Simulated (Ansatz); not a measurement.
Input:

BN in space group P6_3/mmc (No. 194; B on 2d, N on 2c), a = 2.488 Å, b = 2.488 Å, c = 6.495 Å, α = 90.00°, β = 90.00°, γ = 120.00°.

This is the LDA-relaxed structure.

### Question
All from LDA in the plane-wave PAW code Ansatz, unless another level is named. Estimate the smallest direct gap on the standard path.

### Answer
4.48 eV.

### Question
Give the band gap.

### Answer
4.03 eV (indirect).

### Question
Give the electron effective mass.

### Answer
0.26, 2.1, 3.5 mₑ (principal values).

### Question
Next, the hole effective mass?

### Answer
0.52, 2.6, 5.2 mₑ (principal values).

### Question
Next, the valence-band maximum?

### Answer
on the K–Γ line, 10 % of the way from K.

Symmetry was held in the LDA relaxation. A crystal of weakly bound layers computed without a dispersion correction: the cell and the soft elastic constants depend strongly on that.

Potentials: the earlier of the program's two PAW sets. The files were generated under PBE; for other functionals the program regenerates the frozen cores, and for LDA and PBEsol the local potential too.
